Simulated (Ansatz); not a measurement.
LiC6 in space group P6/mmm (No. 191; Li on 1a, C on 6k) at seven volumes, PBEsol in the plane-wave PAW code Ansatz, shape and atoms relaxed at each. One row is withheld.

```json
[
 {"V (Å³/atom)": "7.644", "P (GPa)": "7.48"},
 {"V (Å³/atom)": "7.896", "P (GPa)": "4.57"},
 {"V (Å³/atom)": "8.148", "P (GPa)": "2.14"},
 {"V (Å³/atom)": "8.400", "P (GPa)": "0.01"},
 {"V (Å³/atom)": "8.652", "P (GPa)": "-1.78"},
 {"V (Å³/atom)": "8.904", "P (GPa)": "-3.26"},
 {"V (Å³/atom)": "9.156", "P (GPa)": "?"}
]
```

**Question.** Fit the shown pressures and predict the withheld one.

**Answer.** Third-order Birch–Murnaghan: P = (3/2)B₀(x^(7/2) − x^(5/2))[1 + (3/4)(B′ − 4)(x − 1)] with x = (V₀/V)^(2/3). Least squares on the six rows gives V₀ = 8.403 Å³/atom, B₀ = 64.17 GPa, B′ = 4.40. At V = 9.156, x = 0.9444 and P = -4.56 GPa. The run itself gave -4.42 GPa.

The workflow started from a Materials Project entry (that database holds measured and hypothetical structures alike); the Crystallography Open Database copy checked does not list it. Whether it is the stable phase at ambient conditions was not checked. The PBEsol relaxation kept the symmetry of its start; whether a distortion lowers the energy is not shown.

Potentials: the earlier of the program's two PAW sets. The files were generated under PBE; for other functionals the program regenerates the frozen cores, and for LDA and PBEsol the local potential too.
